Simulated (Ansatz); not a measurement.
## Clamped-ion strain scan in Zn2SeS

These are results of DFT LDA, scalar-relativistic, plane waves, PAW in Ansatz, not measurements. The runs took a 420 eV cutoff, a Γ-centred 8×8×6 mesh and Gaussian smearing (0.05 eV). No spin polarisation. Energies are free energies at this smearing, counted from the undisturbed cell; pressure is positive in compression.

Zero of the scan (as given, not relaxed at this level; it stands at -3.6 GPa, and it needn't be the usual structure):

```
Zn Se S
1.0
     3.90929    0.00000    0.00000
     0.00000    3.90929    0.00000
     0.00000    0.00000    5.52212
Zn Se S
2 1 1
Direct
  0.50000 0.00000 0.76306
  0.00000 0.50000 0.23694
  0.00000 0.00000 0.50000
  0.50000 0.50000 0.00000
```

The cell is strained by ε times the Voigt pattern (1, 1, 0, 0, 0, 0) (xx, yy, zz, yz, xz, xy; engineering shear) with fractional coordinates fixed.

| ε | ΔE (meV/atom) | stress summed along the pattern (GPa, tension positive) | pressure (GPa) | gap on the mesh (eV) |
| --- | --- | --- | --- | --- |
| -0.1000 | 143.9 | -37.71 | 17.3 | 1.73 |
| -0.0750 | 54.4 | ? | ? | 1.87 |
| -0.0500 | 4.7 | -10.25 | 4.4 | 1.70 |
| -0.0250 | -11.7 | -0.47 | -0.1 | 1.54 |
| 0.0000 | 0.0 | 7.31 | -3.6 | 1.37 |
| 0.0250 | 35.0 | 13.44 | -6.4 | 1.17 |
| 0.0500 | 89.5 | 18.22 | -8.4 | 0.94 |
| 0.0750 | ? | 21.89 | -10.0 | ? |
| 0.0875 | 200.3 | 23.37 | -10.6 | 0.61 |
| 0.1000 | ? | 24.65 | ? | 0.51 |

Problem. Give the withheld values.

Solution. stress summed along the pattern (GPa, tension positive) at ε = -0.0750: -22.48; pressure (GPa) at ε = -0.0750: 10.1; ΔE (meV/atom) at ε = 0.0750: 159.9; gap on the mesh (eV) at ε = 0.0750: 0.71; ΔE (meV/atom) at ε = 0.1000: 243.5; pressure (GPa) at ε = 0.1000: -11.1.